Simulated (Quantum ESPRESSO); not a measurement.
# Kohn-Sham bands of LiNbO3 (R-3c)

```yaml
crystal:
  lattice:
    - [-2.63472, 4.56347, 0.00000]
    - [-5.26944, 0.00000, 0.00000]
    - [-2.63472, 1.52116, 4.63437]
  atoms:
    - { symbol: Li, position: [0.25000, 0.25000, 0.25000] }
    - { symbol: Li, position: [0.75000, 0.75000, 0.75000] }
    - { symbol: Nb, position: [0.00000, 0.00000, 0.00000] }
    - { symbol: Nb, position: [0.50000, 0.50000, 0.50000] }
    - { symbol: O, position: [0.75000, 0.37036, 0.75000] }
    - { symbol: O, position: [0.25000, 0.62964, 0.25000] }
    - { symbol: O, position: [0.12964, 0.75000, 0.75000] }
    - { symbol: O, position: [0.87036, 0.25000, 0.25000] }
    - { symbol: O, position: [0.37036, 0.12963, 0.75000] }
    - { symbol: O, position: [0.62964, 0.87037, 0.25000] }
```

Structure: Materials Project mp-552588, symmetrised, not relaxed again. COD (Crystallography Open Database) has the formula in 3 space groups, this one among them (matched by group alone). Level: PBEsol, no spin polarisation, no spin-orbit coupling; pw.x of Quantum ESPRESSO at 68 Ry with PseudoDojo potentials, 6×6×6 k-points, Wannier90. Density: 8×8×8 mesh, cold smearing 0.01 Ry.

Task: List the Kohn-Sham levels between −8 and 5.4 eV relative to the valence-band maximum at the high-symmetry points, as a band run of pw.x on that density gives them (levels within 2 meV counted together).

Result: 
| point | k (reciprocal lattice) | levels (eV) |
|---|---|---|
| Γ | 0.000 0.000 0.000 | -4.74 (×2), -4.39, -4.24 (×2), -3.45, -2.26 (×2), -1.70, -1.30, -0.75, -0.48 (×2), -0.25 (×2), -0.19 (×2), -0.07, 2.43 (×2), 2.59, 4.42 (×2), 5.36 |
| T | 0.000 0.000 0.500 | -3.60 (×4), -3.12 (×2), -2.78 (×4), -2.42 (×2), -0.60 (×2), -0.29 (×4), 3.98 (×2), 4.23 (×4) |
| H_2 | -0.262 -0.523 0.238 | -4.62 (×2), -3.72 (×2), -3.17 (×2), -2.31 (×2), -1.82 (×2), -1.53 (×2), -1.00 (×2), -0.83 (×2), -0.34 (×2), 3.31 (×2), 3.95 (×2), 4.81 (×2) |
| H_0 | -0.477 -0.738 -0.238 | -4.62 (×2), -3.72 (×2), -3.17 (×2), -2.31 (×2), -1.82 (×2), -1.53 (×2), -1.00 (×2), -0.83 (×2), -0.34 (×2), 3.31 (×2), 3.95 (×2), 4.81 (×2) |
| L | 0.000 -0.500 0.000 | -3.68 (×2), -3.44 (×2), -3.30 (×2), -2.85 (×2), -2.59 (×2), -2.45 (×2), -0.49 (×2), -0.27 (×2), -0.22 (×2), 3.92 (×2), 3.96 (×2), 4.17 (×2) |
| S_0 | -0.369 -0.738 -0.369 | -4.63, -4.37, -4.06, -3.81, -3.23, -2.84, -2.36, -2.22, -2.11, -1.97, -1.44, -1.34, -1.08, -1.04, -0.96, -0.55, -0.39, -0.19, 2.94, 3.52, 3.92, 4.04, 4.78, 4.83 |
| S_2 | -0.369 -0.631 0.000 | -4.63, -4.37, -4.06, -3.81, -3.23, -2.84, -2.36, -2.22, -2.11, -1.97, -1.44, -1.34, -1.08, -1.04, -0.96, -0.55, -0.39, -0.19, 2.94, 3.52, 3.92, 4.04, 4.78, 4.83 |
| F | -0.500 -0.500 0.000 | -4.78, -4.65, -4.35, -4.27, -2.75, -2.41, -2.11, -2.08, -1.88, -1.81, -1.50, -1.40, -1.17, -1.07, -1.03, -0.42, -0.30, -0.26, 2.38, 3.42, 3.75, 4.15, 4.78, 5.07 |
